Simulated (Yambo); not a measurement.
Yambo run on LaAgSO (space group P4/nmm, No. 129). The wavefunctions are PBEsol (pw.x of Quantum ESPRESSO, ONCV potentials, no spin-orbit coupling) ones on a 4×4×1 mesh (42 occupied bands); a = 4.0917 Å, b = 4.0917 Å, c = 9.1024 Å, α = 90.00°, β = 90.00°, γ = 90.00°.

Yambo input:

```
rim_cut
gw0
dyson
el_el_corr
HF_and_locXC
ppa
em1d
RandQpts= 1000000
RandGvec= 1 Ry
EXXRLvcs= 110 Ry
VXCRLvcs= 440 Ry
Chimod= "HARTREE"
% BndsRnXp
 9 | 179 |
%
NGsBlkXp= 6 Ry
% LongDrXp
 1.0 | 1.0 | 1.0 |
%
PPAPntXp= 27.2114 eV
% GbndRnge
 1 | 124 |
%
GTermKind= "none"
DysSolver= "n"
ExtendOut
% QPkrange
 1 | 1 | 42 | 43 |
%
```

k points by index: 1 = Γ.

Table of the .qp output:

```
#    K-point    Band    Eo [eV]    E [eV]    E-Eo [eV]    Vxc [eV]    Vnlxc [eV]    Sc|Eo [eV]    Sc|E [eV]    dSc/dw|Eo [eV]    Re(Z)    Im(Z)
#
    1    42    0.000000    -0.056688    -0.056688    -16.78041    -20.08702    3.235068    3.249925    -7.119051    0.792629    -0.001360
    1    43    1.222234    2.018309    0.796075    -11.41585    -7.311504    -3.127112    -3.308275    -6.191782    0.814633    -0.001203
```
(The two width columns are left out.) Convergence of these settings isn't established.

Geometry of the Materials Project entry, not relaxed at this level.
